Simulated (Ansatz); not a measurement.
Generalised stacking fault of NaCl (rock salt) on the {110} plane. The cell below holds the perfect crystal with the plane normal along z; tilting its third vector by the shift puts one fault into each cell, between planes 2.01 Å apart, at fixed cell height.

```
CELL_PARAMETERS angstrom
      4.02735     0.00000     0.00000
      0.00000     5.69553     0.00000
      2.01367     2.84776     6.04102
ATOMIC_POSITIONS crystal
  Cl 0.00000 0.00000 0.83333
  Cl 0.33333 0.33333 0.16667
  Cl 0.66667 0.66667 0.50000
  Na 0.00000 0.50000 0.83333
  Na 0.33333 0.83333 0.16667
  Na 0.66667 0.16667 0.50000
```

In-plane vectors a = (4.027, 0.000) Å, b = (0.000, 5.696) Å, area 22.94 Å². The shift is x·a + y·b, and the map repeats with period 1 in x and y. The shift is rigid: no atom relaxes. γ = [E(shift) − E(0)] / area.

Method: PBE (plane waves to 420 eV, PAW, scalar-relativistic; Ansatz, a first-principles code). k mesh 7×7×7 (Γ-centred), Fermi-Dirac smearing 0.05 eV. Compression counts positive. Points where atoms come too close for the PAW data are left out (x in tables, blank in figures). Faults lie only 6.0 Å apart, and holding the cell height and the atoms raises γ above its relaxed value. NaCl was relaxed with its symmetry unable to fall. 

### Question
Predict the σ normal to the fault (GPa) at all points of the grid x = 0.000, 0.167, 0.333, 0.500, 0.667, 0.833 by y = 0.000, 0.167, 0.333, 0.500, 0.667, 0.833.

### Answer
σ normal to the fault (GPa), with x across and y down:

```
y \ x  0.000  0.167  0.333  0.500  0.667  0.833
-----  -----  -----  -----  -----  -----  -----
0.000    0.0    3.3   16.0   26.6   16.0    3.3
0.167   -0.1    1.8    8.0   12.8    8.0    1.8
0.333    2.1    5.3      x      x      x    5.3
0.500    4.8      x      x      x      x      x
0.667    2.1    5.3      x      x      x    5.3
0.833   -0.1    1.8    8.0   12.8    8.0    1.8
```

(The slope of γ gives the shear force per area between the displaced halves; near zero shift its curvature is an elastic stiffness.)
